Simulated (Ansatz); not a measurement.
**YPb3: pressure against volume, fitted**

```
CELL_PARAMETERS angstrom
4.82300 0.00000 0.00000
0.00000 4.82300 0.00000
0.00000 0.00000 4.82300
ATOMIC_POSITIONS crystal
Y 0.00000 0.00000 0.00000
Pb 0.00000 0.50000 0.50000
Pb 0.50000 0.00000 0.50000
Pb 0.50000 0.50000 0.00000
```

Atoms are numbered in the order listed.

The cell is COD entry 1523308, as deposited and not checked against the literature; nothing was relaxed.

Spin polarisation is left out, and whether a magnetic state lies lower isn't shown here.

No spin–orbit coupling, which matters for the heavy atoms here.

All numbers below come from Ansatz 0.2.0, DFT, PBEsol, all-electron LAPW, scalar-relativistic.

Settings: a Γ-centred 8×8×8 k mesh, Fermi–Dirac smearing of 0.08 eV, basis error target 0.5 meV/atom, no spin polarisation.

The cell is scaled evenly. Fractional coordinates are held (clamped ions).

```csv
V (Å³/atom),P (GPa)
26.925,1.91
27.486,0.63
27.767,0.04
28.047,-0.52
28.328,-1.04
28.608,-1.54
29.169,-2.46
29.730,-3.28
```

Fit a third-order Birch–Murnaghan curve to the pressures.

P = (3B0/2)(y^(7/2) − y^(5/2))[1 + (3/4)(B0′ − 4)(y − 1)] with y = (V0/V)^(2/3) fits within 0.01 GPa for V0 = 27.787 Å³/atom, B0 = 56.5 GPa and B0′ = 4.51.

Predict the pressure at the withheld volume, 26.365 Å³/atom.

There y = 1.0356, so the fit gives 3.34 GPa; the run gave 3.35 GPa.
